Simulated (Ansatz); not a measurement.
The start is a randomly generated symmetric cell of TaAs (space group No. 99). The structure is fully relaxed (lattice and positions, P = 0) with PBEsol (plane waves to 420 eV, PAW, scalar-relativistic; Ansatz, a first-principles code). The first steps use a coarse 6×6×3 k-mesh.

The start:
```
CELL_PARAMETERS angstrom
      4.26703     0.00000     0.00000
      0.00000     4.26703     0.00000
      0.00000     0.00000     8.44658
ATOMIC_POSITIONS crystal
  As 0.50000 0.50000 0.51436
  As 0.50000 0.00000 0.84678
  As 0.00000 0.50000 0.84678
  As 0.00000 0.00000 0.26849
  Ta 0.50000 0.50000 0.76050
  Ta 0.50000 0.00000 0.08490
  Ta 0.00000 0.50000 0.08490
  Ta 0.00000 0.00000 0.56816
```

Task: By how much does the energy per atom fall from start to end?

Result: About 1.2 eV/atom.

Task: How does the volume change?

Result: -4.5 %, from 19.22 to 18.35 Å³/atom.

Task: How do the shortest distances between atoms change?

Result: The closest pairs of elements (up to four, under 3.6 Å), start → end: As–Ta 2.01 → 2.61 Å; As–As 3.02 → 2.86 Å; Ta–Ta 3.02 → 2.86 Å.

Task: Is the relaxed structure metallic? Give its gap.

Result: No gap (metallic).

Task: What does it relax into? Give the structure.

Result: 
```cif
data_As2Ta2
_chemical_formula_sum 'As2 Ta2'
_space_group_name_H-M_alt 'I4mm'
_space_group_IT_number 107
_space_group_name_Hall 'I 4 -2'
_cell_length_a 2.85519
_cell_length_b 2.85519
_cell_length_c 9.00624
_cell_angle_alpha 90.000
_cell_angle_beta 90.000
_cell_angle_gamma 90.000
loop_
_atom_site_label
_atom_site_type_symbol
_atom_site_symmetry_multiplicity
_atom_site_Wyckoff_symbol
_atom_site_fract_x
_atom_site_fract_y
_atom_site_fract_z
_atom_site_occupancy
As1 As 2 a 0.00000 0.00000 0.35214 1
Ta1 Ta 2 a 0.00000 0.00000 0.64157 1
```
(The calculation used a cell of 2 atoms; values per cell refer to that cell.)

Final values are on a 23×23×23 k-mesh of the relaxed cell. The start holds a very short contact (As–Ta 2.01 Å). No spin polarisation in the result.

The run could not lose the symmetry of its start, so the end can be a saddle point.

The relaxed structure here is a generated cell of TaAs: the first start was made by a random draw of sites in a space group, and the end was not matched to a known phase here, so it may be hypothetical. Known forms of TaAs include space group No. 109.
